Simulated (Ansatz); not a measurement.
# Relaxing a structure of SiS$_{2}$

The start is a relaxed SiS2 cell with one Si and one S atom exchanged in a cell of 6 atoms. Cell shape, volume and atoms are optimised at zero target pressure with r2SCAN (plane waves to 500 eV, PAW, scalar-relativistic; Ansatz, a quantum-chemistry and plane-wave program). The first steps use a coarse 5×6×5 k-mesh.

Starting cell:
```yaml
crystal:
  lattice:
    - [-2.90154, 4.94591, 2.77276]
    - [2.90154, -4.94591, 2.77276]
    - [2.90154, 4.94591, -2.77276]
  atoms:
    - { symbol: S, position: [0.88521, 0.80033, 0.68554] }
    - { symbol: S, position: [0.38521, 0.69967, 0.08488] }
    - { symbol: S, position: [0.61479, 0.30033, 0.91512] }
    - { symbol: Si, position: [0.11479, 0.19967, 0.31446] }
    - { symbol: Si, position: [0.75000, 0.75000, 0.00000] }
    - { symbol: S, position: [0.25000, 0.25000, 0.00000] }
```

Question: How large is the pressure on the unrelaxed cell, and of which sign?

Answer: +4.5 GPa (positive: the cell is compressed).

Question: Which atoms feel the largest initial force, and how large is it?

Answer: 3.55 eV/Å, on Si4 (atoms numbered as listed).

Question: How much energy is released per atom?

Answer: 1.00 eV/atom.

Question: How does the volume change?

Answer: -14.4 %, from 26.53 to 22.70 Å³/atom.

Question: Is the parent structure recovered?

Answer: It does not go back: it is caught in C2 (No. 5), 0.316 eV/atom above the parent.

Question: How do the shortest distances between atoms change?

Answer: The closest pairs of elements (up to four, under 3.6 Å), start → end: S–S 2.13 → 2.09 Å; S–Si 2.13 → 2.14 Å; Si–Si 2.13 → 2.38 Å.

Question: What band gap does the relaxed structure have at this level?

Answer: 2.07 eV, indirect (valence top at k = (0.4286, 0.4286, 0.1667), conduction bottom at k = (0.2857, 0.2857, 0.1667)) (no spin-orbit coupling).

Final values are on a 7×7×6 k-mesh of the relaxed cell. The relaxed cell holds bonded S–S pairs (2.09 Å). No spin polarisation in the result.

The relaxed structure here is a generated cell of SiS2: the first start was made by placing the elements on the sites of a structure type, and the end was not matched to a known phase here, so it may be hypothetical.
